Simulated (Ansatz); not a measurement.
**Ba, hcp: geometry optimisation**

Theory: DFT, r2SCAN, plane waves (500 eV) with PAW, scalar-relativistic (Ansatz 0.2.0). (PAW data from PBE, frozen cores regenerated.)

k-point mesh 8×8×5, Fermi-Dirac smearing 0.1 eV, no spin polarisation. Cell and atoms relax.

Starting structure:

```cif
data_structure
_symmetry_space_group_name_H-M 'P 1'
_symmetry_Int_Tables_number 1
_cell_length_a 4.4545
_cell_length_b 4.4545
_cell_length_c 7.2742
_cell_angle_alpha 90.000
_cell_angle_beta 90.000
_cell_angle_gamma 120.000
_cell_volume 125.00
loop_
_atom_site_label
_atom_site_type_symbol
_atom_site_fract_x
_atom_site_fract_y
_atom_site_fract_z
_atom_site_occupancy
Ba1 Ba 0.33333 0.66667 0.25000 1
Ba2 Ba 0.66667 0.33333 0.75000 1
```

Question: What cell does the relaxation end in?

Answer: P6_3/mmc with a = 4.527 Å, c = 7.476 Å (c/a = 1.651); 66.35 Å³ per atom against 62.50 at the start (6.2 %).

Question: How much energy does the relaxation gain?

Answer: 6.1 meV per atom.

Path of the relaxation (the plane waves are chosen anew near the end, which can shift the energy a little):

| step | E − E(final) (meV/atom) | V (Å³/atom) | P (GPa) | max force (eV/Å) |
| --- | --- | --- | --- | --- |
| 0 | 6.07 | 62.500 | 0.48 | 0.000 |
| 1 | 3.44 | 63.456 | 0.36 | 0.000 |
| 2 | 0.05 | 66.351 | 0.01 | 0.000 |
| 3 | 0.00 | 66.351 | 0.01 | 0.000 |
